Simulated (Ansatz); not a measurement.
Mo (bcc (W type), Im-3m) under volume change, plane-wave PAW PBE (Ansatz code), scaled uniformly.

```csv
V (Å³/atom),E − E(relaxed) (meV/atom),P (GPa)
14.364,122.5,30.06
14.837,51.4,18.38
15.311,12.2,8.45
15.784,0.0,0.00
16.258,10.9,-7.20
16.731,41.5,-13.34
17.205,88.9,-18.57
```

Problem. What does a third-order Birch–Murnaghan fit give for V₀, B₀ and B′?

Solution. V₀ = 15.78 Å³/atom, B₀ = 260 GPa, B′ = 4.3.

The PBE relaxation kept the symmetry of its start. No spin polarisation was allowed.

Potentials: the earlier of the program's two PAW sets.
